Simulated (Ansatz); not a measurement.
Recipe of this trial structure of In4O: random cell by space group and Wyckoff sites (P4/mmm, No. 123). Its size is a rough estimate.

```
In O
1.0
     3.70129    0.00000    0.00000
     0.00000    3.70129    0.00000
     0.00000    0.00000    8.65685
In O
4 1
Direct
  0.00000 0.50000 0.73065
  0.50000 0.00000 0.73065
  0.00000 0.50000 0.26935
  0.50000 0.00000 0.26935
  0.00000 0.00000 0.00000
```

These are results of DFT PBE, scalar-relativistic, plane waves, PAW (Ansatz), not measurements. Cutoff 420 eV, Gaussian smearing, Γ-centred meshes. Cell and atoms relax first on a coarse mesh and then on a finer one. In between, the cell is made exact in the group found at 0.06 Å. In metals the finer mesh still leaves noise of several meV/atom or more. The steps can't lower the symmetry of their start. No spin polarisation in the relaxation; trial moments died out in a coarse test.

A guess keeps its type if space group and coordination stay and the shape of the cell changes little (axis ratios within about 15 %, angles within 6°); the volume may change.

Task: Does it keep its structure type, or change into something else?

Result: It doesn't keep its type. The symmetry stays P4/mmm (No. 123). The volume per atom grows by 5.8 %, from 23.7 to 25.1 Å³. The shortest distance goes from 2.62 Å (In–In) to 2.71 Å (In–O). The ratio c/a of the conventional cell changes by a factor of 0.63. Counting neighbours within 15 % of an atom's shortest distance, the start has In 6, O 8 and the end In 6, O 8. In detail, at the end In has 2 O at 2.71 Å and 6 In at 3.11–3.31 Å; O is surrounded by 8 In at 2.71 Å.

```xyz
5
Lattice="4.3961 0.0000 0.0000 0.0000 4.3961 0.0000 0.0000 0.0000 6.4938" Properties=species:S:1:pos:R:3 pbc="T T T"
In    0.0000    2.1980    4.9034
In    2.1980    0.0000    4.9034
In    0.0000    2.1980    1.5904
In    2.1980    0.0000    1.5904
O     0.0000    0.0000    0.0000
```

Energies over the elements count from the elements' standard structures at the same level (O₂ as a molecule), with no fitted energy shifts.

Task: At what energy does it end?

Result: −0.12 eV/atom.

The last run used a 10×10×6 mesh (in the run's order of axes) for its 5-atom cell and Gaussian smearing of 0.10 eV. A structure relaxed within its symmetry needn't be a true minimum. Another cell of In4O relaxed alike, in I-43m, lies 182 meV/atom lower, so this cell isn't the stable form at this level.
